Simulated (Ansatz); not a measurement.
## Ta: energy along a strain

Ta, P6_3/mmc, a = 2.900 Å, c = 5.166 Å (as given, not relaxed at this level: -3.3 GPa). This isn't the element's structure at ambient conditions. Ansatz: r2SCAN, PAW, 500 eV, Γ-centred 18×18×10 mesh on 2 atoms, Gaussian smearing 0.15 eV; no spin polarisation. Cell vectors (Å): 2.900 0.000 0.000; -1.450 2.512 0.000; 0.000 0.000 5.166. The cell is strained by x per cent times the pattern (0 0 1 0 0 0) in the order xx yy zz yz xz xy (engineering shears), with fractional coordinates held. y is the free energy over the start, V0 = 18.819 Å³/atom.

| x (%) | y (meV/atom) |
| --- | --- |
| -4.00 | ? |
| -3.00 | 3.42 |
| -2.00 | -1.60 |
| -1.00 | -2.68 |
| 0.00 | 0.00 |
| 1.00 | 6.24 |
| 2.00 | 15.82 |
| 3.00 | 28.52 |
| 3.50 | 35.97 |
| 4.00 | 44.12 |

Problem. Fit y = c1 x + c2 x² + c3 x³ to the other rows, get the stiffness along the pattern, and predict the missing energy.

Solution. Least squares on the rows shown. y = 4.4989 x + 1.7746 x² − 0.035357 x³. The clamped-ion stiffness p·C·p = 2 × 17.75 eV × 160.2 / 18.819 Å³ = 302 GPa, which is C33 in these axes (second derivative at the start, which stands under stress). At x = -4.00 the fit asked for gives 12.66 meV/atom. The run gave 12.48 meV/atom, so the fit is 0.18 meV/atom too high, 0.38 % of the span of the series, against an rms of 0.008 meV/atom on the fitted rows. The row lies outside the fitted range. With a term in x⁴ added, a fit to the same known rows predicts 12.57 meV/atom, which recovers part of the miss; the known rows don't hold the rest.

Spin–orbit coupling is left out, which can shift energies with elements as heavy as these.